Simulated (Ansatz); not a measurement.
# Is this Zr₂Si₂C structure a true minimum?

The structure comes from a generated guess, relaxed at this level; another structure or a mixture of phases may lie lower.

The calculation used Ansatz 0.2.0, DFT PBE, scalar-relativistic, plane waves, PAW. Cutoff 420 eV; k points 10×10×8 on the computed 5-atom cell (Γ-centred); Gaussian smearing, width 0.10 eV; no spin polarisation.

The cell below (5 atoms, space group P-4m2 (No. 115)) is relaxed within its symmetry.

```
Zr Si C
1.0
     3.67866    0.00000    0.00000
     0.00000    3.67866    0.00000
     0.00000    0.00000    5.63841
Zr Si C
2 2 1
Direct
  0.00000 0.50000 0.82560
  0.50000 0.00000 0.17440
  0.00000 0.50000 0.31673
  0.50000 0.00000 0.68327
  0.00000 0.00000 0.50000
```

For the test a repeat of it with 10 atoms (edges 3.68, 3.68, 11.28 Å) was strained at random (σ = 1.5 % a component), the atoms were moved at random (σ = 0.05 Å), and all was relaxed again on a coarse 6×6×2 mesh (in the run’s order of axes) with 0.20 eV smearing, with no symmetry imposed.

Problem. Is the structure stable against such a distortion?

Solution. It doesn't return. The energy falls by 317 meV/atom on that mesh, the volume changes by 1.9 %, and the end has space group Pm (No. 6) at a loose tolerance. Relaxed again on an 8×12×8 mesh with 0.10 eV smearing, the new structure lies 310 meV/atom below the first (mesh in the axes of the run's cell; the cell below is made exact in the group named). Space group Pm (No. 6), monoclinic, a = 4.545 Å, b = 3.171 Å, c = 5.501 Å, β = 101.5°. Zr on its first site has 2 C at 2.49 Å, 6 Si at 2.69–2.92 Å and 2 Zr at 3.17 Å; around Zr on its second site lie 2 C at 2.54–2.63 Å, 6 Si at 2.75–2.84 Å and 2 Zr at 3.17 Å; Si on its first site is surrounded by 2 C at 1.92 Å and 6 Zr at 2.69–2.92 Å; around C lie 3 Si at 1.91–1.92 Å and 4 Zr at 2.49–2.63 Å; 1 more site not described.

```cif
data_structure
_symmetry_space_group_name_H-M 'Pm'
_symmetry_Int_Tables_number 6
_cell_length_a 4.5445
_cell_length_b 3.1712
_cell_length_c 5.5006
_cell_angle_alpha 90.000
_cell_angle_beta 101.460
_cell_angle_gamma 90.000
_cell_volume 77.69
loop_
_atom_site_label
_atom_site_type_symbol
_atom_site_symmetry_multiplicity
_atom_site_Wyckoff_symbol
_atom_site_fract_x
_atom_site_fract_y
_atom_site_fract_z
_atom_site_occupancy
Zr1 Zr 1 b 0.07875 0.50000 0.22585 1
Zr2 Zr 1 a 0.46606 0.00000 0.75550 1
Si1 Si 1 b 0.95903 0.50000 0.72776 1
Si2 Si 1 a 0.57447 0.00000 0.26470 1
C1 C 1 a 0.92169 0.00000 0.52619 1
```
